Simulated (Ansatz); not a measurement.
**K₂Pt: an elastic constant from a strain scan**

Level of theory: DFT r2SCAN, scalar-relativistic, plane waves, PAW in Ansatz 0.2.0. Settings: plane waves to 500 eV, k-mesh 6×6×6 (Γ-centred), Gaussian smearing 0.05 eV. Spin–orbit coupling is left out, which can shift energies with elements as heavy as these. No spin polarisation. Energies are free energies at this smearing, counted from the undisturbed cell; pressure is positive in compression.

The undisturbed cell (relaxed at this level; it needn't be the usual structure):

```
K Pt
1.0
     0.00000    3.77386    3.77386
     3.77386    0.00000    3.77386
     3.77386    3.77386    0.00000
K Pt
2 1
Direct
  0.75000 0.75000 0.75000
  0.25000 0.25000 0.25000
  0.00000 0.00000 0.00000
```

The cell is strained by ε times the Voigt pattern (0, 0, 0, 1, 0, 0) (xx, yy, zz, yz, xz, xy; engineering shear) with fractional coordinates fixed. The cell holds 3 atoms in V0 = 107.49 Å³. The stress column is τ = (1/V0) dE/dε, got from the stress tensor σ (compression positive) at each point as −det(1 + εP) σ : P(1 + εP)⁻¹, with P the pattern as a tensor.

| ε | ΔE (meV/atom) | τ (GPa) |
| --- | --- | --- |
| -0.0175 | 0.322 | -0.165 |
| -0.0150 | 0.236 | -0.141 |
| -0.0100 | 0.104 | -0.094 |
| -0.0050 | 0.025 | -0.047 |
| 0.0000 | 0.000 | 0.000 |
| 0.0050 | 0.025 | 0.047 |
| 0.0100 | 0.104 | 0.094 |
| 0.0150 | 0.236 | 0.141 |
| 0.0175 | 0.322 | 0.165 |
| 0.0200 | ? | ? |

Which combination of elastic constants does this scan measure, and how large is it?

For small ε, τ = τ0 + Kε with K = pᵀCp, which for this pattern is C44 in the cubic axes. The parabola through τ at ε = -0.0050, 0 and 0.0050 has slope K = 9.4 GPa at zero. The energies per cell, E = NΔE, of the wider pair ε = ±0.0175 give K = 2[E(ε₊)/ε₊ − E(ε₋)/ε₋]/[(ε₊ − ε₋)V0] = 9.4 GPa, in agreement. These are clamped-ion values.

Predict the withheld row at ε = 0.0200 from the harmonic law, and compare.

ΔE = V0(τ0 ε + Kε²/2)/N = 0.422 meV/atom and τ = 0.19 GPa. The calculation gives 0.421 meV/atom and 0.19 GPa, a miss of 0.01 meV/atom at most, so the harmonic law still holds here.

Forces appear on the atoms along this scan, and letting them relax would lower the energy and soften the response.